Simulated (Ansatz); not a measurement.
Below is a relaxed structure of Sn4SeS3. The cell was found from a structure generator's guess, not taken from experiment.

The calculation used Ansatz 0.2.0, DFT PBE, scalar-relativistic, plane waves, PAW. Cutoff 420 eV, Γ-centred mesh, Gaussian smearing, no spin polarisation.

```
Sn Se S
1.0
    -2.95419    2.95419    5.90256
     2.95419   -2.95419    5.90256
     2.95419    2.95419   -5.90256
Sn Se S
4 1 3
Direct
  0.74415 0.74415 0.00000
  0.25585 0.25585 0.00000
  0.50000 0.00000 0.50000
  0.00000 0.50000 0.50000
  0.00000 0.00000 0.00000
  0.50000 0.50000 0.00000
  0.25000 0.75000 0.50000
  0.75000 0.25000 0.50000
```

The zero of energy is the elements' standard structures at the same level; no fitted shifts are applied. The references include grey tin.

Question: What space group does it have?

Answer: I4/mmm (No. 139), with Se and S ordered on rock salt sites. Conventional cell: a = 5.908 Å, c = 11.805 Å. Around Sn on a site of symmetry 4mm lie 5 S at 2.88–2.95 Å and 1 Se at 3.02 Å; Sn on a site of symmetry mmm has 4 S at 2.95 Å and 2 Se at 2.95 Å; around Se lie 6 Sn at 2.95–3.02 Å; S on a site of symmetry 4/mmm has 6 Sn at 2.88–2.95 Å; 1 more site not described.

Question: How far does it lie from the elements in energy?

Answer: −0.409 eV/atom. Whether it is stable depends on the other phases of the system, which aren't compared here.

Question: Is it a metal?

Answer: No, the gap on the 8×8×8 mesh is 0.16 eV.

The last run used an 8×8×8 mesh for its 8-atom cell and Gaussian smearing of 0.02 eV. Kohn–Sham gaps at this level usually fall short of measured ones. The reference forms of S and Se are held partly by dispersion forces, which this level lacks. Small gaps are read on the mesh alone, and bands can cross between its points. A later test with randomly moved atoms led to a structure 29 meV/atom lower, so this end is a saddle point or a shallow minimum.
